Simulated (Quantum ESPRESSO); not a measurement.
```xyz
4
Lattice="4.4811 0.0000 0.0000 0.0000 4.4811 0.0000 0.0000 0.0000 6.3151" Properties=species:S:1:pos:R:3 pbc="T T T"
Al     0.0000     0.0000     0.0000
In     2.2406     2.2406     3.1575
Sb     0.0000     2.2406     1.4737
Sb     2.2406     0.0000     4.8414
```

Cell and atoms were relaxed with PBEsol from Materials Project entry mp-1228890, within its symmetry.

What does PBEsol (Quantum ESPRESSO, PseudoDojo norm-conserving, 80 Ry, with spin-orbit coupling) give for the electronic structure near the Fermi level?

The PBEsol gap is direct, 0.27 eV at Γ. So small a PBEsol gap in heavy elements may be inverted, where one-shot corrections to single bands mislead.

The structure is a Materials Project entry; no match was found in the copy of COD used, and its stability was not checked.
